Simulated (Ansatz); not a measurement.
Input and command of a plane-wave DFT calculation in Ansatz:

```yaml
crystal:
  lattice:
    - [-3.8395493761, 3.8395493761, 3.8395493761]
    - [3.8395493761, -3.8395493761, 3.8395493761]
    - [3.8395493761, 3.8395493761, -3.8395493761]
  atoms:
    - { symbol: Li, position: [0.5, 0.75, 0.75] }
    - { symbol: Li, position: [0.0, 0.25, 0.75] }
    - { symbol: Li, position: [0.0, 0.75, 0.25] }
    - { symbol: Li, position: [0.5, 0.25, 0.25] }
    - { symbol: Li, position: [0.75, 0.5, 0.75] }
    - { symbol: Li, position: [0.25, 0.0, 0.75] }
    - { symbol: Li, position: [0.25, 0.5, 0.25] }
    - { symbol: Li, position: [0.75, 0.0, 0.25] }
    - { symbol: Li, position: [0.75, 0.75, 0.5] }
    - { symbol: Li, position: [0.25, 0.25, 0.5] }
    - { symbol: Li, position: [0.25, 0.75, 0.0] }
    - { symbol: Li, position: [0.75, 0.25, 0.0] }
    - { symbol: Cl, position: [-0.5, 0.0, 0.5] }
    - { symbol: Cl, position: [0.0, 0.0, 0.0] }
    - { symbol: Cl, position: [0.5, 0.5, 0.0] }
    - { symbol: O, position: [0.5, 0.5, 0.5] }
    - { symbol: O, position: [0.0, 0.0, 0.5] }
    - { symbol: O, position: [0.0, 0.5, 0.0] }
    - { symbol: O, position: [0.5, 0.0, 0.0] }
total_charge: 1
basis:
  ecutwfc: 420
kpoints:
  mp_grid: { grid: [4, 4, 4] }
hamiltonian:
  xc: pbesol
scf:
  occupations: { method: gaussian, width: 0.05 }
output:
  forces: true
  stress: true
  eigenvalues: true
  write_density: true
  write_potential: true
  elf: true
  volumetric_format: npy
relax:
  adjacent_minimum: "off"
  f_tol: 0.02
  max_steps: 50
```

```bash
ansatz run input.yaml --threads 4 --pin off --max-ram 9216MiB --backend cpu --events-out ev --progress --plain --runs-dir out
```

Processor: Arm Neoverse V2, 4 threads, on a host shared with other jobs.

Question: Estimate time, memory and problem size.

Answer: About 8.3 s on 4 threads of Arm Neoverse V2, with other jobs on the host, peak memory 0.7 GiB. It solves 59 bands at 8 k points (the mesh reduced by the symmetry that the task leaves, which can be less than the crystal's) with about 4417 plane waves, in 22 SCF iterations over 4 ionic steps.
